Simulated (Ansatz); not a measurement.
## Kick test of a cell of Cd3Se2S

It was reached by relaxing an invented guess, and it needn't be the stable form of this composition.

Level of theory: DFT PBE, scalar-relativistic, plane waves, PAW in Ansatz. Cutoff 420 eV; k points 12×12×2 on the computed 12-atom cell (Γ-centred); Gaussian smearing, width 0.02 eV; no spin polarisation.

The cell below (12 atoms, space group P3m1 (No. 156)) is relaxed within its symmetry.

```xyz
12
Lattice="4.3188 0.0000 0.0000 -2.1594 3.7402 0.0000 0.0000 0.0000 21.1548" Properties=species:S:1:pos:R:3 pbc="T T T"
Cd    0.0000    0.0000    3.6717
Cd    0.0000    0.0000   10.6278
Cd    0.0000    0.0000   17.5831
Cd    2.1594    1.2467    7.0026
Cd    2.1594    1.2467   13.9588
Cd    2.1594    1.2467    0.0495
Se    0.0000    0.0000   20.2677
Se    2.1594    1.2467    2.7334
Se    2.1594    1.2467    9.6916
Se    2.1594    1.2467   16.6483
S     0.0000    0.0000    6.2428
S     0.0000    0.0000   13.1992
```

For the test it was strained at random (σ = 1.5 % a component), the atoms were moved at random (σ = 0.15 Å), and all was relaxed again on a coarse 6×6×1 mesh (in the run’s order of axes) with 0.10 eV smearing, with no symmetry imposed.

Problem. Does it come back?

Solution. It returns, within 1 meV/atom of the unmoved cell on that mesh and with the same symmetry when read at 0.1 Å (P1 at 0.01 Å, so small strains and shifts remain). No instability shows in this cell; modes of other wave vectors, which need another repeat, aren't tested.
